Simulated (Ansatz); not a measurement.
Input:

MgO:
```yaml
crystal:
  lattice:
    - [5.51039, 0.00000, 0.00000]
    - [0.00000, 5.51039, 0.00000]
    - [0.00000, 0.00000, 3.27622]
  atoms:
    - { symbol: Mg, position: [0.32052, 0.67948, 0.00000] }
    - { symbol: Mg, position: [0.67948, 0.32052, 0.00000] }
    - { symbol: Mg, position: [0.82052, 0.82052, 0.50000] }
    - { symbol: Mg, position: [0.17948, 0.17948, 0.50000] }
    - { symbol: O, position: [0.31659, 0.31659, 0.00000] }
    - { symbol: O, position: [0.68341, 0.68341, 0.00000] }
    - { symbol: O, position: [0.18341, 0.81659, 0.50000] }
    - { symbol: O, position: [0.81659, 0.18341, 0.50000] }
```

This is the PBEsol-relaxed structure.

Q: All from PBEsol (plane waves, PAW; program Ansatz), unless another level is named. Predict the weight of the valence-edge state by species (Voronoi cells).

A: O 93 %, Mg 7 %.

Q: What about the weight of the conduction-edge state by species (Voronoi cells)?

A: Mg 51 %, O 49 %.

Q: What about the conduction-band minimum?

A: at Γ.

Space group P4_2/mnm. The start of the workflow was typed in or built on a structure type; neither database checked (COD, Materials Project) lists it. It is not the phase usual at ambient conditions (space group No. 225). Symmetry was held in the PBEsol relaxation; phonons on a q-mesh show no instability.

Potentials: the later of the program's two PAW sets.
